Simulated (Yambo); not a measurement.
Mg₂ZnP₂ (space group P3m1, No. 156), G0W0@LDA (Yambo, plasmon pole, terminator in G, 3×3×2 mesh): gap Γ → K in eV by bands and screening block.

| bands (W and G) | 2 Ry | 3 Ry | 5 Ry | 6 Ry | 8 Ry |
|---|---|---|---|---|---|
| 46 | 1.74 | 1.79 | (withheld) | 1.89 | 1.91 |
| 70 | 1.66 | 1.74 | 1.87 | 1.89 | 1.93 |
| 100 | 1.62 | (withheld) | 1.86 | 1.89 | 1.94 |
| 137 | (withheld) | 1.69 | 1.86 | 1.90 | 1.96 |
| 176 | 1.60 | 1.69 | 1.86 | 1.91 | 1.97 |

### Question
Estimate the withheld gaps from their neighbours; the computed values follow.

### Answer

- 46, 5 Ry: 1.88
- 100, 3 Ry: 1.70
- 137, 2 Ry: 1.61

The largest settings aren't shown to be the converged limit.

Geometry of the Materials Project entry, not relaxed at this level; primitive cell a = b = 4.014 Å, c = 6.544 Å, α = β = 90.00°, γ = 120.00°.

The structure is a Materials Project entry; no match was found in the copy of COD used, and its stability was not checked.
